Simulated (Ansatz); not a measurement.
CuPd (CsCl type)

```
CELL_PARAMETERS angstrom
      2.92976     0.00000     0.00000
      0.00000     2.92976     0.00000
      0.00000     0.00000     2.92976
ATOMIC_POSITIONS crystal
  Cu 0.00000 0.00000 0.00000
  Pd 0.50000 0.50000 0.50000
```

The slice is a {110} plane (indices of the conventional cell) through the point (0.500, 0.500, 0.500) (fractional), spanned by u = [100] and v = [011] in vectors of this cell: u (2.93 Å) and v (4.14 Å, at 90° to u). It covers one period; positions are fractions (u, v).

Level of theory: LDA (plane waves to 420 eV, PAW, scalar-relativistic; Ansatz, an electronic-structure program). k mesh 16×16×16. These are valence fields of a PAW run, semicore shells included where kept as valence: close to a nucleus they are smooth pseudo fields. CuPd is run without spin polarisation. CuPd was relaxed with its symmetry unable to fall.

Three fields on this plane, each scaled to ten steps between its own extremes (0 low, 9 high; the total valence density on a logarithmic scale, the potential cut 8 eV below its top; x marks points blanked near nuclei; v = 0 in the bottom row):

Map A
```
|xxxxx27972xxxx|
|xxxxx48984xxxx|
|xxxx0689860xxx|
|xxx047888740xx|
|01355544455531|
|77663xxxxx3667|
|9874xxxxxxx478|
|996xxxxxxxxx69|
|995xxxxxxxxx59|
|985xxxxxxxxx58|
|995xxxxxxxxx59|
|996xxxxxxxxx69|
|9874xxxxxxx478|
|77663xxxxx3667|
|01355544455531|
|xxx047888740xx|
|xxxx0689860xxx|
|xxxxx48984xxxx|
|xxxxx27972xxxx|
|xxxxx17871xxxx|
```

Map B
```
|xxxxx73437xxxx|
|xxxxx54545xxxx|
|xxxx9456549xxx|
|xxx955444559xx|
|98654210124568|
|44531xxxxx1354|
|5531xxxxxxx135|
|541xxxxxxxxx14|
|420xxxxxxxxx02|
|420xxxxxxxxx02|
|420xxxxxxxxx02|
|541xxxxxxxxx14|
|5531xxxxxxx135|
|44531xxxxx1354|
|98654210124568|
|xxx955444559xx|
|xxxx9456549xxx|
|xxxxx54545xxxx|
|xxxxx73437xxxx|
|xxxxx83438xxxx|
```

Map C
```
|xxxxx83238xxxx|
|xxxxx73137xxxx|
|xxxx9521259xxx|
|xxx964222469xx|
|99765555555679|
|44446xxxxx6444|
|1135xxxxxxx531|
|013xxxxxxxxx31|
|014xxxxxxxxx41|
|014xxxxxxxxx41|
|014xxxxxxxxx41|
|013xxxxxxxxx31|
|1135xxxxxxx531|
|44446xxxxx6444|
|99765555555679|
|xxx964222469xx|
|xxxx9521259xxx|
|xxxxx73137xxxx|
|xxxxx83238xxxx|
|xxxxx94249xxxx|
```

Task: Assign the maps to these fields: electron localisation function (ELF); valence electron density; electrostatic potential energy of an electron, from the cell's mean.

Result: A is the electrostatic potential energy of an electron, from the cell's mean; B is the electron localisation function (ELF); C is the valence electron density.
